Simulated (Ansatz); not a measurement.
# Profile along the Si–O line in SiO2 (rutile)

SiO2 (rutile)

```yaml
crystal:
  lattice:
    - [4.19456, 0.00000, 0.00000]
    - [0.00000, 4.19456, 0.00000]
    - [0.00000, 0.00000, 2.67844]
  atoms:
    - { symbol: Si, position: [0.00000, 0.00000, 0.00000] }
    - { symbol: Si, position: [0.50000, 0.50000, 0.50000] }
    - { symbol: O, position: [0.30606, 0.30606, 0.00000] }
    - { symbol: O, position: [0.80606, 0.19394, 0.50000] }
    - { symbol: O, position: [0.19394, 0.80606, 0.50000] }
    - { symbol: O, position: [0.69394, 0.69394, 0.00000] }
```

Fields along a shortest Si–O line of a (-1 1 0) plane (1.77 Å), from Si to O, interpolated on the slice's grid (step about 0.2 Å). All values below come from PBEsol (plane waves to 420 eV, PAW, scalar-relativistic; Ansatz, an electronic-structure program). k mesh 8×8×12. These are valence fields of a PAW run, semicore shells included where kept as valence: close to a nucleus they are smooth pseudo fields. SiO2 was relaxed with its symmetry unable to fall.

```tsv
distance from Si (Å)	valence electron density (e/Å³)	electron localisation function	density of the highest valence band (e/Å³)	density of the lowest conduction band (e/Å³)
0.00	0.05	x	0.000	0.135
0.18	0.07	x	0.000	0.138
0.35	0.17	x	0.001	0.142
0.53	0.37	0.37	0.003	0.130
0.71	0.62	0.72	0.005	0.091
0.89	0.95	0.85	0.008	0.037
1.06	1.56	0.86	0.014	0.007
1.24	2.94	0.82	0.021	0.054
1.42	5.17	x	0.023	0.167
1.59	7.00	x	0.012	0.258
1.77	7.26	x	0.011	0.268
```

x: too close to a nucleus for the ELF to mean much. Band densities are of whole bands, smooth part only.

Density on the Si–O line (1.77 Å) at its midpoint: 0.95 e/Å³. ELF at that point: 0.8. ELF maximum in the middle third of the Si–O line: 0.86, 1.1 Å from Si.
